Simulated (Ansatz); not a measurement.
## Perturbing Ru

Base: a COD entry, whose atoms a relaxation with PBE at fixed cell left in place.

```
CELL_PARAMETERS angstrom
2.70580 0.00000 0.00000
-1.35290 2.34329 0.00000
0.00000 0.00000 4.28190
ATOMIC_POSITIONS crystal
Ru 0.33333 0.66667 0.25000
Ru 0.66667 0.33333 0.75000
```

Atoms are numbered from 1 in the order listed; like atoms form one site, named after its first atom.

Computed with Ansatz: DFT, PBE, plane waves and PAW, scalar-relativistic, 420 eV cutoff, Γ-centred 20×20×11 k-points, Fermi–Dirac smearing 0.05 eV.

Task: Variant: z stretched by 2 %, ions relaxed. What happens to the gradients (10²¹ V/m²)?

Result: 

```
site  atoms  V_zz base  η base  V_zz variant  η variant
  Ru   1, 2      -1.19    0.00         -0.60       0.00
```

The largest change of V_zz is on Ru, from -1.19 to -0.60.

With no gap above 0.1 eV, as in a metal, the gradients converge slowly in k; expect changes of a tenth or more on a denser mesh. Without spin–orbit coupling (the program notes it for Ru) the gradients can shift somewhat, as the gap is small. With these PAW files V_zz is typically within 2 to 3 % of all-electron values, but misses above 10 % occur on Ru.
For the base: At this cell the principal stresses reach 5 GPa in size with PBE, which can matter for small gradients.
